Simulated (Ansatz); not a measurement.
C:
Space group Fd-3m, origin choice 1 (No. 227); a = b = c = 7.490 Å, α = β = γ = 90.00°

```json
[
 {"atom": "C", "site": "32e", "symmetry": ".3m", "x": "0.0705", "y": "0.0705", "z": "0.0705"}
]
```
(The calculation used a cell of 8 atoms; values per cell refer to that cell.)

Relaxed with PBEsol.

Q: Give the optical modes at the zone centre with their infrared activity from DFPT, PBEsol (plane waves, PAW; program Ansatz).

A: Transverse frequencies, without the LO–TO term; a row sums one degenerate level.

```
ω (cm⁻¹)  degeneracy  IR ((D/Å)²/amu)     activity  symmetry
--------  ----------  ---------------  -----------  --------
289                3             0.00  IR-inactive       T2u
569                2             0.00  IR-inactive        Eg
691                3             0.00  IR-inactive       T1g
694                3             0.00  IR-inactive       T2g
760                2             0.00  IR-inactive        Eu
1097               3             2.04           IR       T1u
1449               1             0.00  IR-inactive       A2u
1490               3             0.00  IR-inactive       T2g
1818               1             0.00  IR-inactive       A1g
```

Q: How high does the top mode go among those that the LO–TO term moves?

A: 1099 cm⁻¹ for q along x.

The start of the workflow was typed in or built on a structure type. Its sites differ from those of the usual phase in this space group: another stacking or structure type. The PBEsol relaxation kept the symmetry of its start; whether a distortion lowers the energy is not shown.

Potentials: the earlier of the program's two PAW sets. The files were generated under PBE; for other functionals the program regenerates the frozen cores, and for LDA and PBEsol the local potential too.
